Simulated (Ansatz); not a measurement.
ZrRh3: pressure against volume

ZrRh3, Pm-3m, a = 3.930 Å. The structure is a COD entry; whether it is the stable form wasn't checked. Ansatz: r2SCAN, PAW, 500 eV, Γ-centred 12×12×12 mesh on 4 atoms, Gaussian smearing 0.10 eV; no spin polarisation. Symmetry fixes shape and atoms, so the cell is only scaled; pressure is positive in compression.

| V (Å³/atom) | P (GPa) |
| --- | --- |
| 14.261 | ? |
| 14.716 | 7.46 |
| 15.171 | -0.03 |
| 15.626 | -6.35 |
| 16.081 | -11.66 |

Question: Take V0 = 15.171 Å³/atom, count pressures from its P0 = -0.03 GPa, fit the third-order Birch–Murnaghan form to the other rows, and predict the missing pressure.

Answer: With the Eulerian strain f = ½[(V0/V)^(2/3) − 1] and y = (P − P0)/[3f(1 + 2f)^(5/2)], the form is the line y = B0 + 1.5 B0 (B0′ − 4) f. Rows (f, y): 0.01025, 231.5; -0.00975, 227.0; -0.01905, 224.3. Means f = -0.006183, y = 227.60; Σ(Δf)² = 0.0004483, ΣΔfΔy = 0.1087; the slope is their ratio. y = 229.1 + 242.4 f GPa, so B0 = 229.1 GPa and B0′ = 4 + 2 × (242.4)/(3 × 229.1) = 4.71. At V = 14.261, f = 0.02105, y = 234.20 and P = 16.37 GPa. The run gave 16.35 GPa, so the fit is 0.02 GPa too high, a small miss on the scale of the series. The form still works here, 33 % of the fitted range beyond its end.